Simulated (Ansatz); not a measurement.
PbS (NiAs type, P6_3/mmc) at seven volumes, PBEsol in the plane-wave PAW code Ansatz, shape and atoms relaxed at each. One row is withheld.

```tsv
V (Å³/atom)	P (GPa)
23.703	6.20
24.484	3.83
25.266	1.79
26.047	0.00
26.829	-1.56
27.610	?
28.391	-4.09
```

Q: Fit the shown pressures and predict the withheld one.

A: P = (3/2)B₀(x^(7/2) − x^(5/2))[1 + (3/4)(B′ − 4)(x − 1)] with x = (V₀/V)^(2/3). Least squares on the six rows gives V₀ = 26.047 Å³/atom, B₀ = 55.5 GPa, B′ = 3.61. At V = 27.610, x = 0.9619 and P = -2.91 GPa. The run itself gave -2.93 GPa.

The first step of the workflow began from a Materials Project structure, measured or hypothetical; the Crystallography Open Database copy checked does not list it. It is not the phase usual at ambient conditions (space group No. 225). Symmetry was held in the PBEsol relaxation; whether a distortion lowers the energy is not shown. Spin–orbit coupling is left out wherever it is not named.

Potentials: the later of the program's two PAW sets.
